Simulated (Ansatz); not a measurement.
Be (diamond, space group No. 227) at seven volumes, the program Ansatz at the r²SCAN level (PAW), scaled uniformly. One row is withheld.

```csv
V (Å³/atom),P (GPa)
13.637,4.77
14.086,2.97
14.536,1.39
14.986,0.00
15.435,-1.22
15.885,?
16.334,-3.22
```

### Question
Fit the shown pressures and predict the withheld one.

### Answer
P = (3/2)B₀(x^(7/2) − x^(5/2))[1 + (3/4)(B′ − 4)(x − 1)] with x = (V₀/V)^(2/3). Least squares on the six rows gives V₀ = 14.986 Å³/atom, B₀ = 43.3 GPa, B′ = 3.35. At V = 15.885, x = 0.9619 and P = -2.29 GPa. The run itself gave -2.29 GPa.

Space group Fd-3m (diamond). A made-up cell: these elements were put on the sites of a structure type; neither database checked (COD, Materials Project) lists it. It is not the phase usual at ambient conditions (space group No. 194). Symmetry was held in the r²SCAN relaxation. At this level the phase is mechanically unstable.

Potentials: the later of the program's two PAW sets.
